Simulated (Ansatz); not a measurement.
ScB₂:
```cif
data_B2Sc
_chemical_formula_sum 'Sc1 B2'
_space_group_name_H-M_alt 'P6/mmm'
_space_group_IT_number 191
_space_group_name_Hall '-P 6 2'
_cell_length_a 3.12594
_cell_length_b 3.12594
_cell_length_c 3.48407
_cell_angle_alpha 90.000
_cell_angle_beta 90.000
_cell_angle_gamma 120.000
loop_
_atom_site_label
_atom_site_type_symbol
_atom_site_symmetry_multiplicity
_atom_site_Wyckoff_symbol
_atom_site_fract_x
_atom_site_fract_y
_atom_site_fract_z
_atom_site_occupancy
Sc1 Sc 1 a 0.00000 0.00000 0.00000 1
B1 B 2 d 0.33333 0.66667 0.50000 1
```

Relaxed at zero pressure with plane-wave PAW PBEsol (Ansatz code).

**Question.** The volume is lowered by 9 % and shape and atoms relax at that volume. What pressure results, and how do the axes share the change?

**Answer.** 22.5 GPa; a -2.8 %, b -2.8 %, c -3.7 %; the energy rises by 58 meV/atom.

**Question.** Give the new structure.

**Answer.** 
Space group P6/mmm (No. 191); a = b = 3.039 Å, c = 3.355 Å, α = β = 90.00°, γ = 120.00°

| atom | site | symmetry | x | y | z |
|---|---|---|---|---|---|
| Sc | 1a | 6/mmm | 0.0000 | 0.0000 | 0.0000 |
| B | 2d | -6m2 | 0.3333 | 0.6667 | 0.5000 |

The phase is kept; no other phase was compared at this pressure.

The workflow started from a Materials Project entry (that database holds measured and hypothetical structures alike); the Crystallography Open Database files this formula in space group No. 191, but the cells were not matched. Its standing as an ambient phase is unchecked. Symmetry was held in the PBEsol relaxation; phonons on a q-mesh show no instability. The run is not spin-polarised.

Potentials: the later of the program's two PAW sets.
